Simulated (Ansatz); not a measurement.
ZrSnO4 on the sites of the rutile structure (relaxed group P-42_1m) was relaxed with 3 functionals in the PAW code Ansatz, cell and atoms free, the symmetry of the start kept (meshes: PBE 6×6×4, r2SCAN 6×6×4, PBEsol 6×6×4). No spin polarisation. The prototype was imposed, so other structures may be more stable.

The PBE result:
```cif
data_structure
_symmetry_space_group_name_H-M 'P 1'
_symmetry_Int_Tables_number 1
_cell_length_a 4.8629
_cell_length_b 4.8629
_cell_length_c 6.5272
_cell_angle_alpha 90.000
_cell_angle_beta 90.000
_cell_angle_gamma 90.000
_cell_volume 154.35
loop_
_atom_site_label
_atom_site_type_symbol
_atom_site_fract_x
_atom_site_fract_y
_atom_site_fract_z
_atom_site_occupancy
Sn1 Sn 0.00000 0.50000 0.12264 1
Sn2 Sn 0.50000 0.00000 0.87736 1
O1 O 0.69610 0.80390 0.12492 1
O2 O 0.30390 0.19610 0.12492 1
O3 O 0.80390 0.30390 0.87508 1
O4 O 0.19610 0.69610 0.87508 1
Zr1 Zr 0.00000 0.50000 0.62441 1
Zr2 Zr 0.50000 0.00000 0.37559 1
O5 O 0.69314 0.80686 0.62776 1
O6 O 0.30686 0.19314 0.62776 1
O7 O 0.80686 0.30686 0.37224 1
O8 O 0.19314 0.69314 0.37224 1
```

The symmetry is P-42_1m (No. 113, tetragonal); a = 4.863 Å, c = 6.527 Å in the conventional setting, 12.86 Å³ an atom. Sn is surrounded by 6 O at 2.09–2.10 Å; O is surrounded by 2 Sn at 2.09–2.10 Å and 1 Zr at 2.12 Å; Zr is surrounded by 6 O at 2.11–2.12 Å; O is surrounded by 1 Sn at 2.10 Å and 2 Zr at 2.11–2.12 Å.

Q: How does the cell change with PBEsol?

A: a = 4.810 Å, c = 6.475 Å; the volume differs by -2.9 % from PBE's. Sn has 6 O at 2.06–2.08 Å; O has 2 Sn at 2.06–2.08 Å and 1 Zr at 2.10 Å; Zr has 6 O at 2.09–2.10 Å (further sites aren't listed).

Q: How does the cell change with r2SCAN?

A: a = 4.813 Å, c = 6.478 Å; the volume differs by -2.8 % from PBE's. Sn is surrounded by 6 O at 2.06–2.08 Å; O is surrounded by 2 Sn at 2.06–2.08 Å and 1 Zr at 2.11 Å; Zr is surrounded by 6 O at 2.09–2.11 Å (further sites aren't listed).

Q: Held at the r2SCAN cell, what mean stress does PBE find, and does its sign point to its own minimum?

A: Yes. PBE +5.40 GPa, and its relaxed volume is +2.8 % from r2SCAN's. Compression counts positive, so a positive stress asks for a larger cell.
